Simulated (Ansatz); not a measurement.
ZrIr2 (cubic Laves, MgCu2 type)

```
CELL_PARAMETERS angstrom
      0.00000     3.67323     3.67323
      3.67323     0.00000     3.67323
      3.67323     3.67323     0.00000
ATOMIC_POSITIONS crystal
  Zr 0.50000 0.50000 0.50000
  Zr 0.75000 0.75000 0.75000
  Ir 0.62500 0.12500 0.12500
  Ir 0.12500 0.12500 0.62500
  Ir 0.12500 0.62500 0.12500
  Ir 0.12500 0.12500 0.12500
```

The slice is a {110} plane (indices of the conventional cell) through the point (0.125, 0.625, 0.125) (fractional), spanned by u = [100] and v = [1 -1 -1] in vectors of this cell: u (5.19 Å) and v (7.35 Å, at 90° to u). It covers one period; positions are fractions (u, v).

Calculation: PBEsol (plane waves to 420 eV, PAW, scalar-relativistic; Ansatz, a program for electronic structure). k mesh 11×11×11. These are valence fields of a PAW run, semicore shells included where kept as valence: close to a nucleus they are smooth pseudo fields. Spin-orbit coupling is left out, though Ir is heavy. ZrIr2 is run without spin polarisation. ZrIr2 was relaxed with its symmetry unable to fall.

Problem. Predict the map of the electrostatic potential energy of an electron, from the cell's mean on the slice.

Solution. 
```
|xxx=@@*+*@@=xx|
|xx #@%+=+%@% x|
|.-#@@%*+*%@@#-|
|@@@%%%###%%%@@|
|@@%##%@@@%##%@|
|##%%%@@@@@%%%#|
|+*%@@#-.-#@@%*|
|=+%@# xxx %@%+|
|+*@@=xxxxx=@@*|
|*#@@:xxxxx:@@#|
|+*@@=xxxxx=@@*|
|=+%@% xxx #@%+|
|+*%@@#-.-#@@%*|
|##%%%@@@@@%%%#|
|@@%##%@@@%##%@|
|@@@%%%###%%%@@|
|.-#@@%*+*%@@#-|
|xx %@%+=+%@# x|
|xxx=@@*+*@@=xx|
|xxx:@@#*#@@:xx|
```
Scale: ten equal steps from 4.00 (start of ' ') to 12.73 (end of '@'), in the order ' .:-=+*#%@'. Values: electrostatic potential energy of an electron, from the cell's mean, in eV. The map has 14 points along u (one character each, u = 0 at the left) and 20 along v (v = 0 in the bottom row). Points within 1 Å of a nucleus are blanked (x), as the pseudised field means little there. Values under 4 eV are set to 4. The zero, the cell's mean, hangs on the PAW cores.
